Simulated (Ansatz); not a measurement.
Ansatz input file:

```yaml
crystal:
  lattice:
    - [1.625630018, -8.1169596899, 0.0]
    - [1.625630018, 8.1169596899, 0.0]
    - [0.0, 0.0, 5.1192127728]
  atoms:
    - { symbol: Mg, position: [0.1091756047, 0.8908243953, 0.25] }
    - { symbol: Mg, position: [0.7737370934, 0.2262629066, 0.25] }
    - { symbol: Mg, position: [0.8908243953, 0.1091756047, 0.75] }
    - { symbol: Mg, position: [0.2262629066, 0.7737370934, 0.75] }
    - { symbol: Sc, position: [0.4416646764, 0.5583353236, 0.25] }
    - { symbol: Sc, position: [0.5583353236, 0.4416646764, 0.75] }
basis:
  ecutwfc: 500
kpoints:
  mp_grid: { grid: [12, 12, 8] }
hamiltonian:
  xc: r2scan
scf:
  occupations: { method: gaussian, width: 0.1 }
output:
  forces: true
  stress: true
  eigenvalues: true
relax:
  adjacent_minimum: "off"
  f_tol: 0.01
  max_steps: 30
  cell: { stress_tol: 0.1, fix: [volume] }
```

It can be run as
```bash
ansatz run input.yaml --threads 1 --pin off --backend cpu --events-out ev --progress --plain --runs-dir out  # memory cap (--max-ram) not shown
```

Method: DFT r2SCAN, scalar-relativistic, plane waves, PAW (Ansatz).

Part of what the program printed, abridged (final results; tables in files aren't shown):

```
SCF 4 converged in 3 iterations: F = -11986.959192 eV  dr2 = 5.33e-11
SCF converged after 3 iterations
Free energy (F): -11986.959192 eV
Harris-Foulkes:  -11986.959192 eV  (|F-HF|=2.55e-11)
Internal energy: -11986.933734 eV  (E = F + TS)
E sigma→0 (E₀):  -11986.946463 eV
Entropy (-TS):   -0.025458 eV (-4.243 meV/atom)
Fermi energy:    7.210204 eV
--- Per-component energies (eV) ---
  E_band       = -1816.375693
  E_kinetic    = 819.107306
  E_local      = -8065.382639  (includes V_loc(G=0)·N_el)
  E_nonlocal   = 547.435737
  E_hartree    = 2852.364097
  E_xc         = -306.519556
  E_vxc        = -437.146452  (∫ρ·V_xc dr)
  E_paw        = -3111.834405  (= ΣΔE_a)
  E_vpaw       = -413.738284  (= ΣTr[D̂ρ^β])
  E_aug_tail   = 0.000004  (compensation charges beyond the density's cutoff)
  E_vtau       = 28.620087  (kinetic-family band-sum trace: ∫τ·v_τ [+ j·A + Jᵃ·Aᵃ] dr)
  E_ewald      = -4721.522462
  E_core_change = -0.581816  (= ΣΔE_core)
  E_smearing   = -0.025458  (= −TS)
--- Forces (eV/Å), atoms counted from 1 ---
  atom   1  Mg     0.00000000     0.00110906     0.00000000
  atom   2  Mg     0.00000000     0.00130347     0.00000000
  atom   3  Mg     0.00000000    -0.00110906     0.00000000
  atom   4  Mg     0.00000000    -0.00130347     0.00000000
  atom   5  Sc     0.00000000     0.00148306     0.00000000
  atom   6  Sc     0.00000000    -0.00148306     0.00000000
--- Stress (GPa, compression-positive) ---
        1.488803       0.000000       0.000000
        0.000000       1.466758       0.000000
        0.000000       0.000000       1.481157
  P = ⅓ Tr σ = 1.4789 GPa (14.789 kbar)
--- Band table (eV; the first three rows and the last of 215) ---
  k-point 0: bands = ["-71.3738", "-71.3711", "-70.9280", "-70.9280", "-44.6958", "-44.6687", "-36.4886", "-36.4729", "-36.4639", "-36.4638", "-36.4622", "-36.4596", "-36.0322", "-36.0318", "-36.0234", "-36.0233", "-36.0211", "-36.0210", "-22.4295", "-22.3551", "-22.2808", "-22.2675", "-22.2040", "-22.1793", "0.3341", "2.8019", "2.9691", "5.6371", "5.9460", "7.0907", "7.1955", "7.2558", "7.3750", "7.9881", "9.0455", "9.4976", "9.7082", "9.8989"]
  k-point 1: bands = ["-71.3737", "-71.3712", "-70.9280", "-70.9280", "-44.6948", "-44.6697", "-36.4876", "-36.4726", "-36.4641", "-36.4637", "-36.4636", "-36.4594", "-36.0322", "-36.0318", "-36.0233", "-36.0233", "-36.0211", "-36.0210", "-22.4290", "-22.3609", "-22.2783", "-22.2652", "-22.2031", "-22.1802", "0.4333", "2.8813", "3.0656", "4.8052", "6.2372", "6.5836", "7.0613", "7.4426", "7.6183", "8.2489", "9.0182", "9.4672", "9.6736", "9.9790"]
  k-point 2: bands = ["-71.3734", "-71.3715", "-70.9280", "-70.9280", "-44.6919", "-44.6726", "-36.4849", "-36.4716", "-36.4668", "-36.4651", "-36.4631", "-36.4596", "-36.0322", "-36.0319", "-36.0233", "-36.0232", "-36.0211", "-36.0210", "-22.4262", "-22.3753", "-22.2721", "-22.2609", "-22.2004", "-22.1829", "0.7284", "3.0683", "3.3515", "3.8283", "5.7850", "5.8626", "7.1264", "7.5741", "7.7739", "8.8156", "8.8396", "9.4167", "9.5886", "9.9509"]
  k-point 214: bands = ["-71.3725", "-71.3725", "-70.9280", "-70.9280", "-44.6823", "-44.6823", "-36.4760", "-36.4760", "-36.4683", "-36.4683", "-36.4612", "-36.4612", "-36.0320", "-36.0320", "-36.0232", "-36.0232", "-36.0210", "-36.0210", "-22.4081", "-22.4081", "-22.2600", "-22.2600", "-22.1917", "-22.1917", "2.1684", "2.1684", "2.9694", "2.9694", "6.3890", "6.3890", "6.7932", "6.7932", "7.9372", "7.9372", "9.3940", "9.3940", "9.4264", "9.4264"]
--- Relaxed structure (3 steps of the walk, 3 accepted, 1 SCFs on fresh bases) ---
  F+E_penalty+E_count = -11986.95919232 eV   max|allowed force component| = 1.483e-3 eV/Å   (the final SCF, on the basis selected at the relaxed cell)
  cell:  # Å, volume = 135.0978 Å³
    - [1.62611688, -8.11498793, 0.0]
    - [1.62611688, 8.11498793, 0.0]
    - [0.0, 0.0, 5.11892354]
  atoms:
    - { symbol: Mg, position: [0.10954478, 0.89045521, 0.24999999] }
    - { symbol: Mg, position: [0.77334694, 0.22665305, 0.24999999] }
    - { symbol: Mg, position: [0.89045521, 0.10954478, 0.74999999] }
    - { symbol: Mg, position: [0.22665305, 0.77334694, 0.74999999] }
    - { symbol: Sc, position: [0.44161595, 0.55838404, 0.24999999] }
    - { symbol: Sc, position: [0.55838404, 0.44161595, 0.74999999] }
```

The relaxation met its thresholds.